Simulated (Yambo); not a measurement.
Yambo run on FeS2 (marcasite, space group Pnnm, No. 58). The wavefunctions are LDA (pw.x of Quantum ESPRESSO, ONCV potentials, without SOC) ones on a 4×2×4 mesh (28 occupied bands); a = 4.4256 Å, b = 5.3965 Å, c = 3.3777 Å, α = β = γ = 90.00°.

Yambo input:

```
rim_cut
gw0
dyson
el_el_corr
HF_and_locXC
ppa
em1d
RandQpts= 1000000
RandGvec= 1 Ry
EXXRLvcs= 90 Ry
VXCRLvcs= 360 Ry
Chimod= "HARTREE"
% BndsRnXp
 9 | 162 |
%
NGsBlkXp= 8 Ry
% LongDrXp
 1.0 | 1.0 | 1.0 |
%
PPAPntXp= 10 eV
% GbndRnge
 1 | 162 |
%
GTermKind= "BG"
DysSolver= "n"
ExtendOut
% QPkrange
 5 | 5 | 28 | 28 |
 6 | 6 | 28 | 29 |
%
```

k points by index: 5 = (0, -0.5, 0.25), 6 = (0, -0.5, -0.5).

The o-*.qp file then holds:

```
#    K-point    Band    Eo [eV]    E [eV]    E-Eo [eV]    Vxc [eV]    Vnlxc [eV]    Sc|Eo [eV]    Sc|E [eV]    dSc/dw|Eo [eV]    Re(Z)    Im(Z)
#
    5    28    0.000000    0.511243    0.511243    -25.02775    -29.79534    5.529923    5.278834    -13.37098    0.670512    -0.002684
    6    28    -0.342241    0.305001    0.647242    -26.76310    -32.37144    6.604507    6.255580    -14.67746    0.649592    -0.003405
    6    29    0.720899    1.587872    0.866974    -26.63124    -21.48268    -3.859118    -4.281588    -13.25712    0.672400    -0.002471
```
(The two width columns are left out.) Convergence of these settings isn't established.

Geometry of the Materials Project entry, not relaxed at this level.

This is not the ordinary phase of the substance.

The runs are not spin-polarised; magnetic order was not tried.
